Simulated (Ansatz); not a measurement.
## GaN: from a starting cell to a relaxed one

The start is a generated cell, GaN placed in the zincblende structure type. A full variable-cell relaxation at zero pressure is run with PBE (plane waves to 420 eV, PAW, scalar-relativistic; Ansatz, a first-principles code). The first steps use a coarse 9×9×9 k-mesh.

Initial structure:
```
GaN
1.0
    0.00000     2.26182     2.26182
    2.26182     0.00000     2.26182
    2.26182     2.26182     0.00000
N Ga
1 1
Cartesian
  3.39273   3.39273   3.39273
  0.00000   0.00000   0.00000
```

Volume change: +1.7 %, from 11.57 to 11.77 Å³/atom
Shortest distances (start → end): The closest pairs of elements (up to four, under 3.6 Å), start → end: Ga–N 1.96 → 1.97 Å; N–N 3.20 → 3.22 Å; Ga–Ga 3.20 → 3.22 Å
Band gap at the end: 1.54 eV, direct at Γ (no spin-orbit coupling)
Optimiser moves: 4

Final values are on a 12×12×12 k-mesh of the relaxed cell. No spin polarisation in the result.

The run could not lose the symmetry of its start.

All atoms sit on sites fixed by symmetry, so only the cell could relax.
